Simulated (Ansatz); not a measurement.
The start is a generated cell, Zn placed in the beta-Sn structure type. A full variable-cell relaxation at zero pressure is run with PBE (plane waves to 420 eV, PAW, scalar-relativistic; Ansatz, a program for electronic structure). The first steps use a coarse 14×14×14 k-mesh.

The start:
```
CELL_PARAMETERS angstrom
     -2.44155     2.44155     1.33214
      2.44155    -2.44155     1.33214
      2.44155     2.44155    -1.33214
ATOMIC_POSITIONS crystal
  Zn 0.75000 0.25000 0.50000
  Zn 0.00000 0.00000 0.00000
```

### Question
How large is the pressure on the unrelaxed cell, and of which sign?

### Answer
+6.0 GPa (positive: the cell is compressed).

### Question
How much energy is released per atom?

### Answer
0.04 eV/atom.

### Question
How does the volume per atom move from start to end?

### Answer
+9.2 %, from 15.88 to 17.34 Å³/atom.

### Question
How do the shortest distances between atoms change?

### Answer
The closest pairs of elements (up to four, under 3.6 Å), start → end: Zn–Zn 2.53 → 2.55 Å.

### Question
Give the final cell and atomic positions.

### Answer

Space group I4₁/amd, origin choice 1 (No. 141); a = b = 5.2191 Å, c = 2.5459 Å, α = β = γ = 90.00°

| atom | site | symmetry | x | y | z |
|---|---|---|---|---|---|
| Zn | 4a | -4m2 | 0.0000 | 0.0000 | 0.0000 |
(The calculation used a cell of 2 atoms; values per cell refer to that cell.)

The space group stays I4₁/amd (No. 141) (the run could not lower it); the end is AFLOW prototype A_tI4_141_a (A5, as in Sn), with 2 atoms in the primitive cell. Final values are on a 20×20×20 k-mesh of the relaxed cell. No spin polarisation in the result.

The run could not lose the symmetry of its start: the end is stationary, and may be a saddle point rather than a minimum.

All atoms sit on sites fixed by symmetry, so only the cell could relax.

The relaxed structure here is a generated cell of Zn: the first start was made by placing the elements on the sites of a structure type, and the end was not matched to a known phase here, so it may be hypothetical. Known forms of Zn include space group No. 194.
